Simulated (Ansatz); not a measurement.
## VN$_{2}$: how the energy converges with the cutoff

VN$_{2}$, I4/mcm, a = 4.301 Å, c = 4.983 Å. The structure is a COD entry; whether it is the stable form wasn't checked. Ansatz: PBE, PAW, cutoff varied, Γ-centred 12×12×12 mesh on 6 atoms, Gaussian smearing 0.10 eV; no spin polarisation. Single points at one geometry, the cutoff alone changed; ΔE is the energy at zero smearing over the run at 850 eV (runs within 0.3 meV/atom of it are left out). The runs up to 380 eV lie under the cutoff recommended for these PAW datasets.

| cutoff (eV) | ΔE (meV/atom) |
| --- | --- |
| 150 | 15486.02 |
| 200 | 4367.02 |
| 250 | ? |
| 300 | 258.05 |
| 350 | 47.98 |
| 380 | 17.08 |
| 420 | 4.53 |
| 460 | 1.57 |
| 520 | 0.78 |
| 600 | 0.39 |

Assume ΔE falls exponentially with the cutoff, fit y = ln ΔE against x, the cutoff in eV, to the other rows, and predict the missing value.

y = 9.648, 8.382, 5.553, 3.871, 2.838, 1.511, 0.451, -0.248, -0.942. Means x = 375.6, y = 3.4516; Σ(Δx)² = 168422, ΣΔxΔy = -4296; the slope is their ratio. y = 13.03 − 0.02550 x, a factor of ten per 90 eV. At 250 eV this gives ΔE = 776.66 meV/atom. The run gave 1174.88, a ratio of 0.66. Between neighbouring rows the decay runs from a factor of ten per 67 eV to one per 266 eV, so one exponential is only a rough guide. The fast fall gives way to a slow tail, so a fit to low cutoffs promises convergence too early.